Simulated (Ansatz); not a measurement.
Put ScSbS₃ in P4/mmm (No. 123): Sc on 1b; Sb on 1d; S on 2h and 1c.

All numbers below come from DFT PBE, scalar-relativistic, plane waves, PAW (Ansatz). Cutoff 420 eV, Γ-centred mesh, Gaussian smearing, no spin polarisation.

The zero of energy is the elements' standard structures at the same level; no fitted shifts are applied.

Q: Which cell and coordinates does it relax to?

A:

Space group P4/mmm (No. 123). a = 4.013 Å, b = 4.013 Å, c = 9.539 Å, α = 90.00°, β = 90.00°, γ = 90.00°
| atom | site | symmetry | x | y | z |
| --- | --- | --- | --- | --- | --- |
| Sc | 1b | 4/mmm | 0.0000 | 0.0000 | 0.5000 |
| Sb | 1d | 4/mmm | 0.5000 | 0.5000 | 0.5000 |
| S | 2h | 4mm | 0.5000 | 0.5000 | 0.7776 |
| S | 1c | 4/mmm | 0.5000 | 0.5000 | 0.0000 |

Sc is surrounded by 4 Sb at 2.84 Å; around Sb lie 2 S at 2.65 Å and 4 Sc at 2.84 Å; S on a site of symmetry 4mm has 1 S at 2.12 Å and 1 Sb at 2.65 Å; S on a site of symmetry 4/mmm is surrounded by 2 S at 2.12 Å. Another local minimum with the same sites may exist.

Q: Where does its energy lie, and is it a metal?

A: The formation energy is +0.23 eV/atom. The gap on the 10×10×4 mesh of the 5-atom cell is 0 eV (a metal). A positive value: parting into the elements would lower its energy.

The last run used Gaussian smearing of 0.10 eV. These runs have no spin–orbit coupling, which can matter for Sb. The reference form of S is held partly by dispersion forces, which this level lacks. Symmetry constrained the relaxation, so the result can be a saddle point. Another cell of ScSbS3 relaxed alike, in P-6m2, lies 0.87 eV/atom lower, so this cell isn't the stable form at this level.
